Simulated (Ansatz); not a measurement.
Fe2P2O7 in space group P-1 (No. 2; Pearson symbol aP11), DFT-r²SCAN in the program Ansatz with PAW potentials. The conduction-band minimum lies at Z, with 1 equivalent valley. Second derivatives d²E/dk² of the lowest band at one valley (eV·Å²), along Cartesian directions:

```csv
direction,d²E/dk²
[100],1.554
[010],3.730
[001],1.070
[110],3.300
[101],1.146
[011],2.037
```

### Question
Find the principal effective masses, the density-of-states mass and the conductivity mass.

### Answer
Off-diagonal terms follow from H_xy = H[110] − (H_xx + H_yy)/2, and m*/mₑ = 7.620 eV·Å² over each eigenvalue: 1.9, 5.5, 7.6. One valley's DOS mass (m₁m₂m₃)^(1/3) = 4.3, conductivity mass 3/(Σ 1/mᵢ) = 3.6 mₑ.

### Question
What effective density of states Nc follows at 300 K for parabolic valleys?

### Answer
Nc = 2.509e19 × 1 × (4.3)^(3/2) / 2 (one spin channel) ≈ 1.1e20 cm⁻³.

The workflow started from an entry of the Crystallography Open Database (COD), which files this formula under 3 space groups. Whether it is the stable phase at ambient conditions was not checked. The r²SCAN relaxation kept the symmetry of its start; whether a distortion lowers the energy is not shown. Spin order of the final state: ferromagnetic, chosen from 2 collinear starts compared on coarse meshes (ties went to the first, and starts can fall back to one state), not a proven ground state. Other orbital occupations within this spin state were not tried. No Hubbard U is applied.

Potentials: the later of the program's two PAW sets.

Edges and masses are those of Kohn–Sham bands, whose gap is no quasiparticle gap.
